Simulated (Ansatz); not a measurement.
**Sb₂Se₃: Sb-123 nuclear quadrupole resonance**

Cell: a COD entry (perhaps calculated rather than measured), its atoms then relaxed with PBE in this cell.

Space group Pnma (No. 62); a = 11.7940, b = 3.9860, c = 11.6480 Å.

```csv
site,Wyckoff,site symmetry,x,y,z
Sb1,4c,.m.,0.5255,0.2500,0.1722
Sb5,4c,.m.,0.6483,0.7500,0.4613
Se9,4c,.m.,0.6280,0.7500,0.0538
Se13,4c,.m.,0.7141,0.2500,0.3053
Se17,4c,.m.,0.4445,0.7500,0.3698
```

One atom of each set is listed.

Method: Kohn–Sham DFT in Ansatz, r2SCAN, plane waves and PAW, scalar-relativistic, 500 eV cutoff, Γ-centred 3×7×3 k-points, Fermi–Dirac smearing 0.02 eV.

Sb-123: I = 7/2, Q = -692.0 mb (year-2017 value). Static lattice, zero field.

**Question.** Predict the zero-field Sb-123 lines of each site.

**Answer.** For I = 7/2 and η = 0 the lines are |C_Q|/14 times 1, 2 and 3; η shifts the lowest up most. At large η the states mix, and weaker lines appear at sums of the main ones; lines under 5 % of the strongest are left out.

```tsv
site	atoms	V_zz (10²¹ V/m²)	C_Q (MHz)	η	line frequencies (MHz)
Sb1	4	-11.97	200	0.47	22.9, 26.6, 41.9, 49.5
Sb5	4	-15.69	262	0.03	18.8, 37.5, 56.2
```

**Question.** And for 121Sb (I = 5/2, Q = -543.0 mb) on Sb5?

**Answer.** C_Q scales with Q to 206 MHz, with lines at 30.9, 61.8 MHz.

At Sb1 V_zz stands upright on the plane through its three neighbours (within 10°).

The largest force is 0.3 eV/Å, so the atoms aren't at the calculated equilibrium and relaxing them would move these values. Without spin–orbit coupling (the program notes it for Sb) the gradients can shift somewhat, as the gap is small. With these PAW files V_zz is typically within 2 to 3 % of all-electron values, but misses above 10 % occur on Sb.
